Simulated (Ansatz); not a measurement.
Ag₂S:
```
Ag2S
1.0
    2.32603    -3.46719     0.00000
    2.32603     3.46719     0.00000
    0.00000     0.00000     7.21320
Ag S
4 2
Cartesian
  2.32603   0.00000   3.60660
  2.32603   0.00000   0.00000
  2.32603  -2.72872   1.80330
  2.32603   2.72872   5.40990
  2.32603  -1.57170   5.40990
  2.32603   1.57170   1.80330
```

Tensor components refer to the Cartesian frame of this cell.

**Question.** Give the high-frequency dielectric tensor and the Born effective charge tensors of the independent atoms from DFPT, the program Ansatz at the PBEsol level (PAW).

**Answer.** 
ε∞:
```
11.9  0.00  0.00
0.00  10.7  0.00
0.00  0.00  9.05
```
Z* of atom 1 (Ag), rows: field, columns: displacement, in e:
```
 0.61   0.00   0.00
 0.00   0.77  -0.02
 0.00  -0.20   0.98
```
Z* of atom 3 (Ag), rows: field, columns: displacement, in e:
```
1.30  0.00  0.00
0.00  1.03  0.00
0.00  0.00  0.50
```
Z* of atom 5 (S), rows: field, columns: displacement, in e:
```
-1.91   0.00   0.00
 0.00  -1.80   0.00
 0.00   0.00  -1.47
```

Space group Cmcm. The first step of the workflow began from a Materials Project structure, measured or hypothetical; the Crystallography Open Database copy checked does not list it. COD files the formula under space group No. 4, 14. Its standing as an ambient phase is unchecked. Symmetry was held in the PBEsol relaxation; whether a distortion lowers the energy is not shown. The run is not spin-polarised. Spin–orbit coupling is left out wherever it is not named.

Potentials: the later of the program's two PAW sets.
